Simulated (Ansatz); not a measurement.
input.yaml

```yaml
crystal:
  lattice:
    - [-2.3368660446, 2.3368660446, 2.3368660446]
    - [2.3368660446, -2.3368660446, 2.3368660446]
    - [2.3368660446, 2.3368660446, -2.3368660446]
  atoms:
    - { symbol: Sr, position: [0.0, 0.0, 0.0] }
basis:
  ecutwfc: 420
kpoints:
  mp_grid: { grid: [12, 12, 12] }
  band_path:
    path:
      - [[0.0, 0.0, 0.0], [0.5, -0.5, 0.5], [0.0, 0.0, 0.5], [0.0, 0.0, 0.0], [0.25, 0.25, 0.25], [0.5, -0.5, 0.5]]
      - [[0.25, 0.25, 0.25], [0.0, 0.0, 0.5]]
    npoints: 14
hamiltonian:
  xc: pbesol
scf:
  occupations: { method: gaussian, width: 0.1 }
  n_extra_bands: 6
output:
  forces: true
  stress: true
  eigenvalues: true
  populations: true
  dos: { projected: true, de: 0.02, nscf_kmesh: { grid: [18, 18, 18] } }
  bader: true
```

Command:
```bash
ansatz run input.yaml --threads 1 --pin off --max-ram 2560MiB --backend cpu --events-out ev --progress --plain --runs-dir out
```

These are results of DFT PBEsol, scalar-relativistic, plane waves, PAW (Ansatz 0.2.0), not measurements.

From the run's log, abridged (iterations and final results):

```
SCF iter   1: F=—  HF=-3492.212569 eV  |F-HF|=—  |Δ(HF+E_count)|=         —  Δρ=1.54e-3  dr2=8.07e-4  ethr=1.77e-3  ⟨swp⟩=7.1  Hψ=6702  notcnv=0  defer=1
SCF iter   2: F=—  HF=-3492.213207 eV  |F-HF|=—  |Δ(HF+E_count)|=   6.38e-4  Δρ=7.17e-4  dr2=2.03e-4  ethr=8.07e-6  ⟨swp⟩=2.6  Hψ=1760  notcnv=0  defer=1
SCF iter   3: F=—  HF=-3492.213234 eV  |F-HF|=—  |Δ(HF+E_count)|=   2.72e-5  Δρ=1.67e-4  dr2=1.37e-5  ethr=2.03e-6  ⟨swp⟩=2.4  Hψ=1012  notcnv=0  defer=1
SCF iter   4: F=—  HF=-3492.213230 eV  |F-HF|=—  |Δ(HF+E_count)|=   3.72e-6  Δρ=3.96e-5  dr2=9.82e-7  ethr=1.37e-7  ⟨swp⟩=2.8  Hψ=1002  notcnv=0  defer=1
SCF iter   5: F=-3492.213230 eV  HF=-3492.213230 eV  |F-HF|=1.39e-9  |Δ(HF+E_count)|=   6.67e-8  Δρ=8.42e-6  dr2=5.18e-8  ethr=9.82e-9  ⟨swp⟩=1.1  Hψ=736  notcnv=0  defer=1
SCF iter   6: F=-3492.213230 eV  HF=-3492.213230 eV  |F-HF|=2.59e-11  |Δ(HF+E_count)|=   8.98e-9  Δρ=1.63e-6  dr2=1.24e-9  ethr=5.18e-10  ⟨swp⟩=7.2  Hψ=4453  notcnv=0
SCF 1 converged in 6 iterations: F = -3492.213230 eV  dr2 = 1.24e-9
SCF converged after 6 iterations
Free energy (F): -3492.213230 eV
Harris-Foulkes:  -3492.213230 eV  (|F-HF|=2.59e-11)
Internal energy: -3492.207814 eV  (E = F + TS)
E sigma→0 (E₀):  -3492.210522 eV
Entropy (-TS):   -0.005416 eV (-5.416 meV/atom)
Fermi energy:    5.506299 eV
--- Per-component energies (eV) ---
  E_band       = -130.284907
  E_kinetic    = 241.950595
  E_local      = -751.431647  (includes V_loc(G=0)·N_el)
  E_nonlocal   = 204.247891
  E_hartree    = 187.766627
  E_xc         = -169.685906
  E_vxc        = -158.893562  (∫ρ·V_xc dr)
  E_paw        = -2644.570599  (= ΣΔE_a)
  E_vpaw       = -41.691970  (= ΣTr[D̂ρ^β])
  E_aug_tail   = -0.000001  (compensation charges beyond the density's cutoff)
  E_ewald      = -560.619121
  E_core_change = 0.134347  (= ΣΔE_core)
  E_smearing   = -0.005416  (= −TS)
--- Forces (eV/Å), atoms counted from 1 ---
  atom   1  Sr     0.00000000     0.00000000     0.00000000
--- Stress (GPa, compression-positive) ---
       -0.031455       0.000000       0.000000
        0.000000      -0.031455       0.000000
        0.000000       0.000000      -0.031455
  P = ⅓ Tr σ = -0.0315 GPa (-0.315 kbar)
--- Band table (eV; the first three rows and the last of 72) ---
  k-point 0: bands = ["-30.8594", "-12.7422", "-12.7422", "-12.7422", "1.7452", "7.9653", "7.9653", "7.9653", "9.3982", "9.3982", "13.7490"]
  k-point 1: bands = ["-30.8580", "-12.7605", "-12.7481", "-12.7423", "1.8728", "7.8496", "7.8843", "8.0897", "9.2239", "9.3889", "13.8895"]
  k-point 2: bands = ["-30.8539", "-12.8098", "-12.7640", "-12.7424", "2.2416", "7.5402", "7.5686", "8.4578", "9.0582", "9.3888", "14.0846"]
  k-point 71: bands = ["-30.8208", "-12.9274", "-12.9274", "-12.9274", "5.2808", "5.2808", "9.3894", "9.3894", "9.3894", "10.8423", "10.8423"]
--- Löwdin populations: 1 site ---
  site symbol q [e]
     0     Sr      9.5465
  spilling = 0.045354 (of n_electrons = 10.000000)
--- Bader charges: 1 site ---
  site symbol charge [e]  shift [e]
     0     Sr      0.0000     0.0000
  estimated error of the sums over rays = 3.1e-7 e
```

Self-consistency was reached.

It took 10 s on 1 thread of Arm Neoverse V1 (shared host), peak memory 0.31 GiB.